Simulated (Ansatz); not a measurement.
Nb3B4 (space group Immm)

```xyz
7
Lattice="-1.5720 1.6521 7.0465 1.5720 -1.6521 7.0465 1.5720 1.6521 -7.0465" Properties=species:S:1:pos:R:3 pbc="T T T"
Nb     1.5720     0.0000     2.6064
Nb     0.0000     1.6521     4.4401
Nb     0.0000     0.0000     0.0000
B      0.0000     0.0000     6.1418
B      0.0000     0.0000     7.9512
B      1.5720     0.0000     5.1815
B      0.0000     1.6521     1.8649
```

This relaxed cell (volume V₀) is scaled evenly in all directions, its shape held. The atoms relax within the cell's symmetry.

Calculation: r2SCAN (plane waves to 500 eV, PAW, scalar-relativistic; Ansatz, a quantum-chemistry and plane-wave program). k mesh 15×15×15 (Γ-centred), Fermi-Dirac smearing 0.05 eV. E stands for the smeared free energy. Nb3B4 is run without spin polarisation. Nb3B4 was relaxed with its symmetry unable to fall. The zero of ΔE is the relaxed starting cell.

Give the computed ΔE (meV/atom) at V/V₀ = 0.955, 0.970, 0.985, 1.015, 1.030, 1.045.


```json
[
 {"V/V₀": "0.955", "ΔE (meV/atom)": "20"},
 {"V/V₀": "0.970", "ΔE (meV/atom)": "9"},
 {"V/V₀": "0.985", "ΔE (meV/atom)": "2"},
 {"V/V₀": "1.015", "ΔE (meV/atom)": "2"},
 {"V/V₀": "1.030", "ΔE (meV/atom)": "8"},
 {"V/V₀": "1.045", "ΔE (meV/atom)": "17"}
]
```

(Under strain, the slope of the energy per volume gives the stress and its curvature an elastic modulus.)
